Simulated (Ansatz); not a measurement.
Q: AgW (L1₀ or tetragonal B2, P4/mmm) is relaxed with plane-wave PAW PBEsol (Ansatz code). What lattice parameters of the conventional cell result?

A: a = 2.660 Å, c = 4.482 Å.

The start of the workflow was typed in or built on a structure type; neither database checked (COD, Materials Project) lists it. Whether it is the stable phase at ambient conditions was not checked. Symmetry was held in the PBEsol relaxation. At this level the phase is mechanically unstable. No spin polarisation was allowed. Its formation energy is positive at this level, so the cell may be metastable or incomplete. Axis ratios of metals converge slowly with the k-mesh, so a and c are less sure than the volume. Spin–orbit coupling is left out wherever it is not named.

Potentials: the earlier of the program's two PAW sets. The files were generated under PBE; for other functionals the program regenerates the frozen cores, and for LDA and PBEsol the local potential too.
